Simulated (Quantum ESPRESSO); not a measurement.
# In2AlGaP4: one run as intended and one with a planted mistake

Computed values, not a measurement. The program is pw.x of Quantum ESPRESSO 7.5 (plane-wave density functional theory). The cell is made up: 8 atoms on a zincblende/diamond lattice, with randomly drawn elements, strain and displacements, not relaxed. PseudoDojo standard norm-conserving files (v0.5 for PBE, v0.4.1 for LDA and PBEsol) set the functional; there is no spin polarisation, spin-orbit coupling or dispersion term, and the masses in the input are unused placeholders.

Intended input:

```
&control calculation='scf', pseudo_dir='./dojo.nc.sr.pbe.v0_5.standard.upf', outdir='./o', disk_io='medium', tprnfor=.true., tstress=.true. /
&system ibrav=0, nat=8, ntyp=4, nbnd=37, ecutwfc=79.96652505, nosym=.true., tot_charge=0,
 occupations='smearing', smearing='fd', degauss=0.0018374661
/
&electrons conv_thr=7.350e-09, electron_maxstep=60, /
ATOMIC_SPECIES
Al 1.0 Al.upf
Ga 1.0 Ga.upf
In 1.0 In.upf
P 1.0 P.upf
CELL_PARAMETERS angstrom
5.7067 0.0 0.0
0.0 5.7067 0.0
0.0 0.0 5.7067
ATOMIC_POSITIONS angstrom
In -0.0971 0.0821 0.0625
In 0.0593 2.9723 3.0065
Al 2.666 -0.1288 2.8371
Ga 2.8989 2.8171 0.07
P 1.2951 1.3815 1.4055
P 1.4396 4.2847 4.3076
P 4.3669 1.3947 4.296
P 4.1585 4.3315 1.5197
K_POINTS automatic
4 4 4 1 1 1
```

The log is shortened where brackets say so; the opening notice, blank lines, dates and the lines on written files are dropped, and the path of the files is cut. It prints rydbergs, bohrs and kilobars, and counts compression as positive stress.

Log of the intended run:

```
     Program PWSCF v.7.5
     Parallel version (MPI & OpenMP), running on       1 processor cores
     Number of MPI processes:                 1
     Threads/MPI process:                     1
     [start-up lines left out]
     bravais-lattice index     =            0
     lattice parameter (alat)  =      10.7841  a.u.
     unit-cell volume          =    1254.1565 (a.u.)^3
     number of atoms/cell      =            8
     number of atomic types    =            4
     number of electrons       =        62.00
     number of Kohn-Sham states=           37
     kinetic-energy cutoff     =      79.9665  Ry
     charge density cutoff     =     319.8661  Ry
     scf convergence threshold =      7.3E-09
     mixing beta               =       0.7000
     number of iterations used =            8  plain     mixing
     Exchange-correlation= PBE
                           (   1   4   3   4   0   0   0)
     [axes and pseudopotential details left out]
   Cartesian axes
     site n.     atom                  positions (alat units)
         1        In     tau(   1) = (  -0.0170151   0.0143866   0.0109520  )
         2        In     tau(   2) = (   0.0103913   0.5208439   0.5268369  )
         3        Al     tau(   3) = (   0.4671702  -0.0225700   0.4971525  )
         4        Ga     tau(   4) = (   0.5079818   0.4936478   0.0122663  )
         5        P      tau(   5) = (   0.2269438   0.2420839   0.2462894  )
         6        P      tau(   6) = (   0.2522649   0.7508192   0.7548320  )
         7        P      tau(   7) = (   0.7652233   0.2443969   0.7527993  )
         8        P      tau(   8) = (   0.7287049   0.7590201   0.2663010  )
     number of k points=    32  Fermi-Dirac smearing, width (Ry)=  0.0018
                       cart. coord. in units 2pi/alat
        k(    1) = (   0.1250000   0.1250000   0.1250000), wk =   0.0625000
        k(    2) = (   0.1250000   0.1250000   0.3750000), wk =   0.0625000
     [further k points left out]
     Dense  grid:   121409 G-vectors     FFT dimensions: (  64,  64,  64)
     Estimated max dynamical RAM per process >     161.70 MB
     Initial potential from superposition of free atoms
     starting charge      61.9865, renormalised to      62.0000
     Starting wfcs are   47 randomized atomic wfcs
     total cpu time spent up to now is       17.6 secs
     per-process dynamical memory:    92.8 Mb
     Self-consistent Calculation
     iteration #  1     ecut=    79.97 Ry     beta= 0.70
     Davidson diagonalization with overlap
     ethr =  1.00E-02,  avg # of iterations =  4.0
     Threshold (ethr) on eigenvalues was too large:
     Diagonalizing with lowered threshold
     Davidson diagonalization with overlap
     ethr =  6.21E-04,  avg # of iterations =  2.0
     total cpu time spent up to now is       92.8 secs
     total energy              =    -478.78581117 Ry
     estimated scf accuracy    <       0.39669678 Ry
     iteration #  2     ecut=    79.97 Ry     beta= 0.70
     Davidson diagonalization with overlap
     ethr =  6.40E-04,  avg # of iterations =  2.3
     total cpu time spent up to now is      127.2 secs
     total energy              =    -478.88918141 Ry
     estimated scf accuracy    <       0.10111454 Ry
     [iterations 3 to 8 left out]
     iteration #  9     ecut=    79.97 Ry     beta= 0.70
     Davidson diagonalization with overlap
     ethr =  1.68E-10,  avg # of iterations =  3.9
     total cpu time spent up to now is      384.0 secs
     total energy              =    -478.90916147 Ry
     estimated scf accuracy    <       0.00000004 Ry
     iteration # 10     ecut=    79.97 Ry     beta= 0.70
     Davidson diagonalization with overlap
     ethr =  5.68E-11,  avg # of iterations =  2.0
     total cpu time spent up to now is      408.4 secs
     End of self-consistent calculation
     [lines on levels left out]
!    total energy              =    -478.90916148 Ry
     estimated scf accuracy    <          1.5E-09 Ry
     smearing contrib. (-TS)   =      -0.00000000 Ry
     internal energy E=F+TS    =    -478.90916148 Ry
     The total energy is F=E-TS. E is the sum of the following terms:
     one-electron contribution =    -203.79914645 Ry
     hartree contribution      =     142.27610354 Ry
     xc contribution           =    -140.71782685 Ry
     ewald contribution        =    -276.66829172 Ry
     convergence has been achieved in  10 iterations
     Forces acting on atoms (cartesian axes, Ry/au):
     atom    1 type  3   force =    -0.00113891   -0.07715630   -0.00568056
     atom    2 type  3   force =    -0.04825028   -0.04610267   -0.06661969
     atom    3 type  1   force =     0.02585672    0.05545322   -0.00145455
     atom    4 type  2   force =    -0.00419273   -0.01177229   -0.00882868
     atom    5 type  4   force =     0.09952552    0.04888165    0.05677920
     atom    6 type  4   force =     0.06606459    0.03144274    0.07716258
     atom    7 type  4   force =    -0.12155155    0.02558652   -0.04329232
     atom    8 type  4   force =    -0.01631336   -0.02633287   -0.00806598
     Total force =     0.253007     Total SCF correction =     0.000101
     Computing stress (Cartesian axis) and pressure
          total   stress  (Ry/bohr**3)                   (kbar)     P=       35.46
   0.00022791   0.00015605   0.00018877           33.53       22.96       27.77
   0.00015605   0.00022814   0.00003323           22.96       33.56        4.89
   0.00018877   0.00003323   0.00026707           27.77        4.89       39.29
     init_run     :     15.80s CPU     17.39s WALL (       1 calls)
     electrons    :    369.44s CPU    390.81s WALL (       1 calls)
     forces       :      3.76s CPU      3.84s WALL (       1 calls)
     stress       :     14.43s CPU     15.16s WALL (       1 calls)
     [timing details left out]
     PWSCF        :   6m43.75s CPU   7m 8.21s WALL
     JOB DONE.
```

A second run has one planted mistake: the cell has the wrong charge. The input lines that differ, file-writing options aside:

```
- &system ibrav=0, nat=8, ntyp=4, nbnd=37, ecutwfc=79.96652505, nosym=.true., tot_charge=0,
+ &system ibrav=0, nat=8, ntyp=4, nbnd=38, ecutwfc=79.96652505, nosym=.true., tot_charge=-1,
```

Its log:

```
     Program PWSCF v.7.5
     Parallel version (MPI & OpenMP), running on       1 processor cores
     Number of MPI processes:                 1
     Threads/MPI process:                     1
     [start-up lines left out]
     bravais-lattice index     =            0
     lattice parameter (alat)  =      10.7841  a.u.
     unit-cell volume          =    1254.1565 (a.u.)^3
     number of atoms/cell      =            8
     number of atomic types    =            4
     number of electrons       =        63.00
     number of Kohn-Sham states=           38
     kinetic-energy cutoff     =      79.9665  Ry
     charge density cutoff     =     319.8661  Ry
     scf convergence threshold =      7.3E-09
     mixing beta               =       0.7000
     number of iterations used =            8  plain     mixing
     Exchange-correlation= PBE
                           (   1   4   3   4   0   0   0)
     [axes and pseudopotential details left out]
   Cartesian axes
     site n.     atom                  positions (alat units)
         1        In     tau(   1) = (  -0.0170151   0.0143866   0.0109520  )
         2        In     tau(   2) = (   0.0103913   0.5208439   0.5268369  )
         3        Al     tau(   3) = (   0.4671702  -0.0225700   0.4971525  )
         4        Ga     tau(   4) = (   0.5079818   0.4936478   0.0122663  )
         5        P      tau(   5) = (   0.2269438   0.2420839   0.2462894  )
         6        P      tau(   6) = (   0.2522649   0.7508192   0.7548320  )
         7        P      tau(   7) = (   0.7652233   0.2443969   0.7527993  )
         8        P      tau(   8) = (   0.7287049   0.7590201   0.2663010  )
     number of k points=    32  Fermi-Dirac smearing, width (Ry)=  0.0018
                       cart. coord. in units 2pi/alat
        k(    1) = (   0.1250000   0.1250000   0.1250000), wk =   0.0625000
        k(    2) = (   0.1250000   0.1250000   0.3750000), wk =   0.0625000
     [further k points left out]
     Dense  grid:   121409 G-vectors     FFT dimensions: (  64,  64,  64)
     Estimated max dynamical RAM per process >     162.87 MB
     Initial potential from superposition of free atoms
     starting charge      61.9865, renormalised to      63.0000
     Starting wfcs are   47 randomized atomic wfcs
     total cpu time spent up to now is       19.4 secs
     per-process dynamical memory:    93.0 Mb
     Self-consistent Calculation
     iteration #  1     ecut=    79.97 Ry     beta= 0.70
     Davidson diagonalization with overlap
     ethr =  1.00E-02,  avg # of iterations =  4.1
     total cpu time spent up to now is       63.8 secs
     total energy              =    -478.00019501 Ry
     estimated scf accuracy    <       0.69408508 Ry
     iteration #  2     ecut=    79.97 Ry     beta= 0.70
     Davidson diagonalization with overlap
     ethr =  1.10E-03,  avg # of iterations =  3.0
     total cpu time spent up to now is      111.9 secs
     total energy              =    -478.23217049 Ry
     estimated scf accuracy    <       0.31402730 Ry
     [iterations 3 to 9 left out]
     iteration # 10     ecut=    79.97 Ry     beta= 0.70
     Davidson diagonalization with overlap
     ethr =  3.58E-10,  avg # of iterations =  2.6
     total cpu time spent up to now is      388.9 secs
     total energy              =    -478.29897833 Ry
     estimated scf accuracy    <       0.00000002 Ry
     iteration # 11     ecut=    79.97 Ry     beta= 0.70
     Davidson diagonalization with overlap
     ethr =  3.38E-11,  avg # of iterations =  4.0
     total cpu time spent up to now is      434.6 secs
     End of self-consistent calculation
     [lines on levels left out]
!    total energy              =    -478.29897834 Ry
     estimated scf accuracy    <          4.6E-09 Ry
     smearing contrib. (-TS)   =      -0.00027188 Ry
     internal energy E=F+TS    =    -478.29870645 Ry
     The total energy is F=E-TS. E is the sum of the following terms:
     one-electron contribution =    -202.57206319 Ry
     hartree contribution      =     142.34597317 Ry
     xc contribution           =    -141.40432472 Ry
     ewald contribution        =    -276.66829172 Ry
     convergence has been achieved in  11 iterations
     Forces acting on atoms (cartesian axes, Ry/au):
     atom    1 type  3   force =     0.00112403   -0.07982410   -0.00619836
     atom    2 type  3   force =    -0.04312416   -0.03832007   -0.06289946
     atom    3 type  1   force =     0.01817425    0.04640669   -0.00132428
     atom    4 type  2   force =    -0.00636230   -0.00669187   -0.01049741
     atom    5 type  4   force =     0.09574758    0.04283409    0.05897390
     atom    6 type  4   force =     0.06660304    0.03556745    0.07166219
     atom    7 type  4   force =    -0.11532797    0.01990993   -0.04722971
     atom    8 type  4   force =    -0.01683446   -0.01988213   -0.00248686
     Total force =     0.241467     Total SCF correction =     0.000233
     Computing stress (Cartesian axis) and pressure
          total   stress  (Ry/bohr**3)                   (kbar)     P=      143.03
   0.00095368   0.00016529   0.00019151          140.29       24.31       28.17
   0.00016529   0.00096220   0.00003838           24.31      141.54        5.65
   0.00019151   0.00003838   0.00100107           28.17        5.65      147.26
     init_run     :     18.30s CPU     19.24s WALL (       1 calls)
     electrons    :    395.42s CPU    415.19s WALL (       1 calls)
     forces       :      6.24s CPU      6.35s WALL (       1 calls)
     stress       :     23.83s CPU     24.92s WALL (       1 calls)
     [timing details left out]
     PWSCF        :   7m24.09s CPU   7m46.19s WALL
     JOB DONE.
```

|  | intended run | run with the mistake |
| --- | --- | --- |
| free energy (eV) | -6515.891 | -6507.589 |
| smearing term -TS (eV) | 0.0000 | -0.0037 |
| pressure (GPa) | 3.55 | 14.30 |
| largest force component (eV/Å) | 3.125 | 2.965 |
| largest change of a force component (eV/Å) |  | 0.233 |
| iterations | 10 | 11 |

For scale, a rerun of the intended cell at 1377 eV and a 6 x 6 x 6 mesh moved values by no more than 0.008 eV in energy, 0.02 GPa in stress and 0.002 eV/Å in force. The charged cell sits in a uniform background, so its energy and stress rest on the program's zero of potential. The number of bands, nbnd, was set by rule from the electron count and the smearing, so it follows the mistake.